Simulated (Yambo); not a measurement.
G0W0@PBEsol for CdZnS₂ (space group P3m1, No. 156) in Yambo. Reference settings: 3×3×2 Γ-centred k mesh, bands 9 to 179 and a 8 Ry block in the screening, 179 bands in G with the Bruneval-Gonze terminator, plasmon pole fitted at 27.2 eV. The PBEsol gap Γ → Γ on this mesh is 1.33 eV; G0W0 gaps are taken between the same points.

With and without the terminator, as bands are cut:

```
bands in G (in W)  gap, terminator (eV)  gap, none (eV)  valence shift, terminator (eV)  valence shift, none (eV)
-----------------  --------------------  --------------  ------------------------------  ------------------------
71 (179)                          2.551           2.413                          -0.821                    -0.352
116 (179)                         2.536           2.444                          -0.840                    -0.597
179 (179)                         2.534           2.485                          -0.846                    -0.728
```

Over this range the gap spans 0.017 eV with the terminator and 0.072 eV without, the valence shift 0.025 eV and 0.376 eV. Neither column has reached its limit for certain.

Spin-orbit coupling is not included.

Geometry relaxed with PBEsol; primitive cell a = b = 3.9357 Å, c = 6.5185 Å, α = β = 90.00°, γ = 120.00°.

The structure is a Materials Project entry; no match was found in the copy of COD used, and its stability was not checked.

A shift is the quasiparticle energy of the state minus its PBEsol energy.
